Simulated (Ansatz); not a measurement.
A plane-wave DFT run in Ansatz 0.2.0 (scalar-relativistic PAW potentials unless the input names others): input and command.

```yaml
crystal:
  lattice:
    - [0.0, 3.28211356, 3.28211356]
    - [3.28211356, 0.0, 3.28211356]
    - [3.28211356, 3.28211356, 0.0]
  atoms:
    - { symbol: Cd, position: [0.0, 0.0, 0.0] }
    - { symbol: Te, position: [0.75, 0.75, 0.75] }
kpoints:
  mp_grid: { grid: [8, 8, 8] }
hamiltonian:
  xc: rpbe
scf:
  occupations: { method: gaussian, width: 0.02 }
output:
  forces: true
  eigenvalues: true
  stress: true
relax:
  adjacent_minimum: "off"
  f_tol: 0.005
  max_steps: 80
  cell: { stress_tol: 0.05 }
```

```bash
ansatz run input.yaml --threads 4 --pin off --max-ram 8192MiB --backend cpu --events-out ev --progress --plain --runs-dir out
```

Abridged log:
```
Pseudopotentials: kind: paw
Pseudopotential: Cd, paw, valence charge 20, recommended cutoff 420 eV (normal)
Pseudopotential: Te, paw, valence charge 16, recommended cutoff 420 eV (normal)
Functional definition: RPBE
Crystal: 2 atoms, lattice volume = 70.712 Å³
Basis set: ecut = 420 eV, 1411 PW (Γ), exchange–correlation on 64×64×64 points (8 copies of the dense FFT grid, shifted against one another)
Bands: 22, of which v1, the nominal top of the filled ones, is band 18 counted from 1 (17 counted from 0)
Symmetry: 24 space group operations
Space group: F-43m (ITA 216), of the structure as read, at distance tolerance 4.1e-5 Å
k-points: 29 of 512 (time reversal used)
Initial density: superposition of atomic densities (neutral atoms: chi_scale 0, normalization atom), corrected by the library's trained network
Initial wavefunctions: pseudopotential atomic-orbital guess
Functional: x = rpbe, c = pbe(β = 0.06672455)
SCF iter   1: F=—  HF=-15252.520860 eV  |F-HF|=—  |Δ(HF+E_count)|=         —  Δρ=2.47e-3  dr2=3.59e-3  ethr=1.77e-3  ⟨swp⟩=6.3  Hψ=3066  notcnv=0
SCF iter   2: F=—  HF=-15252.520263 eV  |F-HF|=—  |Δ(HF+E_count)|=   5.97e-4  Δρ=9.83e-4  dr2=4.69e-4  ethr=9.98e-6  ⟨swp⟩=2.1  Hψ=1487  notcnv=0
SCF iter   3: F=—  HF=-15252.520215 eV  |F-HF|=—  |Δ(HF+E_count)|=   4.77e-5  Δρ=3.73e-4  dr2=4.44e-5  ethr=1.30e-6  ⟨swp⟩=2.0  Hψ=938  notcnv=0
SCF iter   4: F=—  HF=-15252.520299 eV  |F-HF|=—  |Δ(HF+E_count)|=   8.37e-5  Δρ=7.27e-5  dr2=3.31e-6  ethr=1.23e-7  ⟨swp⟩=2.0  Hψ=996  notcnv=0
SCF iter   5: F=-15252.520304 eV  HF=-15252.520303 eV  |F-HF|=4.28e-7  |Δ(HF+E_count)|=   4.43e-6  Δρ=1.34e-5  dr2=8.14e-8  ethr=9.19e-9  ⟨swp⟩=2.0  Hψ=899  notcnv=0
SCF iter   6: F=-15252.520304 eV  HF=-15252.520304 eV  |F-HF|=6.27e-8  |Δ(HF+E_count)|=   4.57e-7  Δρ=4.22e-6  dr2=7.37e-9  ethr=2.26e-10  ⟨swp⟩=3.0  Hψ=2418  notcnv=0
SCF 1 converged in 6 iterations: F = -15252.520304 eV  dr2 = 7.37e-9
relax step   1: F+E_penalty+E_count = -15252.52030383 eV  Δ(F+E_penalty+E_count) = +0.000e0 eV  max|allowed force component| = 8.558e-17 eV/Å  Δτ_max = 0.0000 Å  P = +2.499 GPa  Ω = 70.712 Å³  (6 SCF iters, dr2 threshold 1.00e-7 eV, accepted)
Crystal: 2 atoms, lattice volume = 77.260 Å³
Basis set: ecut = 420 eV, 1459 PW (Γ), exchange–correlation on 64×64×64 points (8 copies of the dense FFT grid, shifted against one another)
Initial density: handed on by an earlier stage of this run
Initial wavefunctions: those handed on with the density
SCF iter   1: F=—  HF=-15252.553486 eV  |F-HF|=—  |Δ(HF+E_count)|=         —  Δρ=1.52e-3  dr2=2.05e-3  ethr=5.05e-6  ⟨swp⟩=2.0  Hψ=4066  notcnv=0
SCF iter   2: F=—  HF=-15252.553656 eV  |F-HF|=—  |Δ(HF+E_count)|=   1.70e-4  Δρ=7.07e-4  dr2=4.06e-4  ethr=5.05e-6  ⟨swp⟩=2.0  Hψ=839  notcnv=0
   ...
SCF iter   4: F=-15252.556623 eV  HF=-15252.556623 eV  |F-HF|=1.00e-9  |Δ(HF+E_count)|=   2.32e-8  Δρ=2.32e-6  dr2=4.24e-9  ethr=3.37e-11  ⟨swp⟩=5.6  Hψ=2559  notcnv=0
SCF 4 converged in 4 iterations: F = -15252.556623 eV  dr2 = 4.24e-9
relax step   4: F+E_penalty+E_count = -15252.55662341 eV  Δ(F+E_penalty+E_count) = -7.271e-5 eV  max|allowed force component| = 3.354e-17 eV/Å  Δτ_max = 0.0000 Å  P = -0.004 GPa  Ω = 75.855 Å³  energy of the carried Pulay correction = -1.097e-3 eV  (4 SCF iters, dr2 threshold 1.21e-8 eV, accepted)
Initial wavefunctions: pseudopotential atomic-orbital guess (no wavefunctions were taken with the density)
SCF iter   1: F=—  HF=-15252.553059 eV  |F-HF|=—  |Δ(HF+E_count)|=         —  Δρ=2.90e-4  dr2=3.52e-6  ethr=1.15e-7  ⟨swp⟩=4.0  Hψ=4753  notcnv=0
SCF iter   2: F=—  HF=-15252.556370 eV  |F-HF|=—  |Δ(HF+E_count)|=   3.31e-3  Δρ=1.42e-4  dr2=7.46e-7  ethr=9.77e-9  ⟨swp⟩=3.2  Hψ=1332  notcnv=0
SCF iter   3: F=—  HF=-15252.557510 eV  |F-HF|=—  |Δ(HF+E_count)|=   1.14e-3  Δρ=3.83e-5  dr2=1.81e-7  ethr=2.07e-9  ⟨swp⟩=2.2  Hψ=1113  notcnv=0
SCF iter   4: F=—  HF=-15252.557584 eV  |F-HF|=—  |Δ(HF+E_count)|=   7.48e-5  Δρ=1.16e-5  dr2=2.42e-8  ethr=5.01e-10  ⟨swp⟩=2.2  Hψ=1080  notcnv=0
SCF iter   5: F=—  HF=-15252.557590 eV  |F-HF|=—  |Δ(HF+E_count)|=   6.03e-6  Δρ=3.04e-6  dr2=2.54e-9  ethr=6.73e-11  ⟨swp⟩=2.0  Hψ=899  notcnv=0
SCF iter   6: F=—  HF=-15252.557591 eV  |F-HF|=—  |Δ(HF+E_count)|=   4.79e-7  Δρ=4.32e-7  dr2=1.25e-10  ethr=7.04e-12  ⟨swp⟩=2.0  Hψ=899  notcnv=0
SCF iter   7: F=-15252.557591 eV  HF=-15252.557591 eV  |F-HF|=9.46e-11  |Δ(HF+E_count)|=   5.21e-9  Δρ=6.85e-8  dr2=4.72e-12  ethr=1.00e-12  ⟨swp⟩=7.0  Hψ=2919  notcnv=0
SCF 5 converged in 7 iterations: F = -15252.557591 eV  dr2 = 4.72e-12
SCF converged after 7 iterations
Free energy (F): -15252.557591 eV
Harris-Foulkes:  -15252.557591 eV  (|F-HF|=9.46e-11)
Internal energy: -15252.557591 eV  (E = F + TS)
E sigma→0 (E₀):  -15252.557591 eV
Fermi energy:    6.440079 eV
--- Forces (eV/Å), atoms counted from 1 ---
  atom   1  Cd     0.00000000     0.00000000     0.00000000
  atom   2  Te     0.00000000     0.00000000     0.00000000
--- Stress (GPa, compression-positive) ---
       -0.011787       0.000000       0.000000
        0.000000      -0.011787       0.000000
        0.000000       0.000000      -0.011787
  P = ⅓ Tr σ = -0.0118 GPa (-0.118 kbar)
--- Relaxed structure (4 steps of the walk, 4 accepted, 1 SCFs on fresh bases) ---
  F+E_penalty+E_count = -15252.55759095 eV   max|allowed force component| = 4.163e-17 eV/Å   (the final SCF, on the basis selected at the relaxed cell)
  cell:  # Å, volume = 75.8550 Å³
    - [0.0, 3.35983584, 3.35983584]
    - [3.35983584, 0.0, 3.35983584]
    - [3.35983584, 3.35983584, 0.0]
  atoms:
    - { symbol: Cd, position: [0.0, 0.0, 0.0] }
    - { symbol: Te, position: [0.75000000, 0.75000000, 0.75000000] }
```

Apart from outputs and empty bands, the input differs from a reference run on usual settings in hamiltonian.xc: "pbe" → "rpbe"; basis.ecutwfc: 420 → not typed. The reference, at the same start, ended its own course with a relaxed volume of 36.25 Å³/atom, pressure -0.02 GPa, largest force 0.000 eV/Å, gap on the mesh 0.58 eV. This run converged in 27 SCF iterations over all its steps (reference: 22) with a total energy on another zero, a relaxed volume of 37.93 Å³/atom, pressure -0.01 GPa, largest force 0.000 eV/Å, gap on the mesh 0.60 eV.

Time: 18 s on 4 threads of Intel(R) Xeon(R) Processor @ 2.70GHz (shared host), peak memory 0.46 GiB.